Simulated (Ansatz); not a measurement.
Relaxed Pt (fcc, Cu type):

```yaml
crystal:
  lattice:
    - [3.97009, 0.00000, 0.00000]
    - [0.00000, 3.97009, 0.00000]
    - [0.00000, 0.00000, 3.97009]
  atoms:
    - { symbol: Pt, position: [0.00000, 0.00000, 0.00000] }
    - { symbol: Pt, position: [0.50000, 0.50000, 0.00000] }
    - { symbol: Pt, position: [0.50000, 0.00000, 0.50000] }
    - { symbol: Pt, position: [0.00000, 0.50000, 0.50000] }
```

In each cell atom 3 (Pt, nearest neighbour Pt at 2.807 Å; its periodic images, 4.0 Å or more away, move with it) moves by s·(0.000, 0.000, 1.000) (along Cartesian z), the rest being held.

The numbers are results of PBE (plane waves to 420 eV, PAW, scalar-relativistic; Ansatz, a quantum-chemistry and plane-wave program), not measurements. k mesh 10×10×10 (Γ-centred), Fermi-Dirac smearing 0.05 eV. The energy includes the smearing's −TS. Compression counts positive. With partly filled bands, energies and forces of such displacements shift with the k mesh and the smearing. F∥ is the force on the atom along that direction. Pt is run without spin polarisation. Pt was relaxed with its symmetry unable to fall. Spin-orbit coupling is left out, though Pt is heavy. The PAW data are Ansatz's earlier set. ΔE is measured from the undisplaced structure.

```csv
s (Å),P (GPa),F∥ (eV/Å),ΔE (meV/cell)
-0.280,5.2,3.245,[?]
-0.224,3.3,2.565,[?]
-0.168,1.9,1.903,159
-0.112,0.8,1.262,71
-0.056,0.2,0.630,18
0.000,0.0,0.000,0
0.056,0.2,-0.630,18
0.112,0.8,-1.262,71
0.168,1.9,-1.903,159
0.224,3.3,-2.565,[?]
0.280,5.2,-3.245,[?]
```

### Question
Complete the blanks.

### Answer

- -0.280, ΔE (meV/cell): 447
- -0.224, ΔE (meV/cell): 284
- 0.224, ΔE (meV/cell): 284
- 0.280, ΔE (meV/cell): 447

(For displaced atoms, the force is minus the slope of the energy, and its curvature is a force constant, which sets phonon frequencies.)
